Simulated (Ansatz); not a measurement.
Y₁₁In₉Ni₄ in space group Cmmm (No. 65; Pearson symbol oS48), plane-wave PAW r²SCAN (Ansatz code), all energies at zero smearing, with the estimated change up to a 700 eV cutoff added, with one set of potentials and settings (totals compare only within such a set). Cell of 24 atoms (11 Y, 9 In, 4 Ni): -116359.466 eV.

```
element                             reference phase  E (eV/atom)
-------  ------------------------------------------  -----------
Y                     P6_3/mmc, 2 atoms in the cell   -3859.7073
In                      I4/mmm, 1 atoms in the cell   -5611.8204
Ni       Fm-3m, 1 atoms in the cell, spin-polarised   -5845.2912
```

Formation energy per atom, worked out: (-116359.466 − 11×(-3859.7073) − 9×(-5611.8204) − 4×(-5845.2912))/24 = -0.631 eV/atom (-61 kJ per mol of atoms), at 0 K, without zero-point energy or fitted corrections.

The workflow started from a Materials Project entry (that database holds measured and hypothetical structures alike); the Crystallography Open Database copy checked does not list it. Its standing as an ambient phase is unchecked. The cell was relaxed with r²SCAN under the symmetry of its start; whether a distortion lowers the energy is not shown. The run is not spin-polarised. The references are the lowest solids computed at this level, not always the standard phases.

Potentials: the later of the program's two PAW sets.
